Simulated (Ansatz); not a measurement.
LaSi:
```yaml
crystal:
  lattice:
    - [2.30469, -6.71288, 0.00000]
    - [2.30469, 6.71288, 0.00000]
    - [0.00000, 0.00000, 6.65912]
  atoms:
    - { symbol: La, position: [0.27516, 0.72484, 0.25000] }
    - { symbol: La, position: [0.72484, 0.27516, 0.75000] }
    - { symbol: La, position: [0.55143, 0.44857, 0.25000] }
    - { symbol: La, position: [0.44857, 0.55143, 0.75000] }
    - { symbol: Si, position: [0.09132, 0.90868, 0.93633] }
    - { symbol: Si, position: [0.90868, 0.09132, 0.06367] }
    - { symbol: Si, position: [0.90868, 0.09132, 0.43633] }
    - { symbol: Si, position: [0.09132, 0.90868, 0.56367] }
```

Relaxed with r²SCAN. Special points in fractions of this cell's reciprocal vectors: Γ (0.000, 0.000, 0.000); Y (-0.500, 0.500, 0.000); C0 (-0.279, 0.721, 0.000); Σ0 (0.279, 0.279, 0.000); Z (0.000, 0.000, 0.500); A0 (0.279, 0.279, 0.500); E0 (-0.279, 0.721, 0.500); T (-0.500, 0.500, 0.500); S (0.000, 0.500, 0.000); R (0.000, 0.500, 0.500).

Problem. List the band energies nearest the Fermi level at these points for r²SCAN in the plane-wave PAW code Ansatz.

Solution. In eV from the Fermi level; about four levels below and three above (degenerate sets whole), none deeper than 8.9 eV; points with the same levels are listed once.

```json
[
 {"k": "Γ", "below": "-1.35 -0.91 -0.87 -0.04", "above": "0.22 0.63 0.87"},
 {"k": "Y", "below": "-1.94 -1.80 -1.72 -0.78", "above": "0.15 0.49 0.54"},
 {"k": "C0", "below": "-1.78 -1.48 -0.95 -0.68", "above": "0.34 0.64 0.77"},
 {"k": "Z", "below": "-0.99 -0.99 -0.51 -0.51", "above": "0.41 0.41 0.81 0.81"},
 {"k": "A0", "below": "-1.68 -1.68 -0.34 -0.34", "above": "0.62 0.62 1.24 1.24"},
 {"k": "T", "below": "-0.71 -0.71 -0.48 -0.48", "above": "1.00 1.00 1.77 1.77"},
 {"k": "S", "below": "-1.49 -0.89 -0.34 -0.17", "above": "0.61 0.73 1.52"},
 {"k": "R", "below": "-1.85 -1.85 -0.20 -0.20", "above": "0.68 0.68 1.26 1.26"}
]
```

Space group Cmcm. The workflow started from a Materials Project entry (that database holds measured and hypothetical structures alike); the Crystallography Open Database copy checked does not list it. COD files the formula under space group No. 62, so this cell is another polymorph or a model. Whether it is the stable phase at ambient conditions was not checked. Symmetry was held in the r²SCAN relaxation; its stability against distortions is not shown here. Spin–orbit coupling is left out wherever it is not named.

Potentials: the earlier of the program's two PAW sets.
